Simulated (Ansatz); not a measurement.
SiO2:
```cif
data_O8Si4
_chemical_formula_sum 'Si4 O8'
_space_group_name_H-M_alt 'P43212'
_space_group_IT_number 96
_space_group_name_Hall 'P 4nw 2abw'
_cell_length_a 5.02842
_cell_length_b 5.02842
_cell_length_c 7.01050
_cell_angle_alpha 90.000
_cell_angle_beta 90.000
_cell_angle_gamma 90.000
loop_
_atom_site_label
_atom_site_type_symbol
_atom_site_symmetry_multiplicity
_atom_site_Wyckoff_symbol
_atom_site_fract_x
_atom_site_fract_y
_atom_site_fract_z
_atom_site_occupancy
Si1 Si 4 a 0.20197 0.20197 0.00000 1
O1 O 8 b 0.39815 0.26040 0.17830 1
```

Relaxed with PBEsol. PBEsol (plane waves, PAW; program Ansatz) gives a gap of 5.57 eV.

**Question.** What gap does HSE06 give on the same cell (Ansatz, PAW)?

**Answer.** 7.40 eV, 1.83 eV more. The hybrid was solved on a coarser mesh and at special points; its gap is the smallest among all of these.

| k | v1 PBEsol | c1 PBEsol | v1 HSE06 | c1 HSE06 |
|---|---|---|---|---|
| Γ | 0.00 | 5.57 | 0.00 | 7.40 |
| Z | -0.39 | 6.80 | … | … |
| M | -0.55 | 8.56 | … | … |
| A | -0.63 | 9.07 | … | … |
| R | -0.17 | 7.83 | … | … |
| X | -0.48 | 7.57 | -0.50 | 9.49 |

**Question.** Top valence (v1) and lowest conduction level (c1) in eV from each method's valence maximum (which need not be a listed point): supply the withheld HSE06 values.

**Answer.** 
- R, v1 HSE06: -0.18
- R, c1 HSE06: 9.89
- Z, v1 HSE06: -0.41
- Z, c1 HSE06: 8.66
- M, v1 HSE06: -0.56
- M, c1 HSE06: 10.51
- A, v1 HSE06: -0.65
- A, c1 HSE06: 11.05

Cost on shared cores: the PBEsol run (SCF on a 6×6×4 mesh, then bands and DOS) roughly 90 core-seconds, the HSE06 run (SCF on 3×3×3, then a few points) roughly 110 core-seconds; the tasks are unlike.

Space group P4_32_12. The workflow started from a Materials Project entry (that database holds measured and hypothetical structures alike); the Crystallography Open Database files this formula in space group No. 96, but the cells were not matched. It is not the phase usual at ambient conditions (space group No. 92, 152, 154). The cell was relaxed with PBEsol under the symmetry of its start; whether a distortion lowers the energy is not shown.

Potentials: the earlier of the program's two PAW sets.
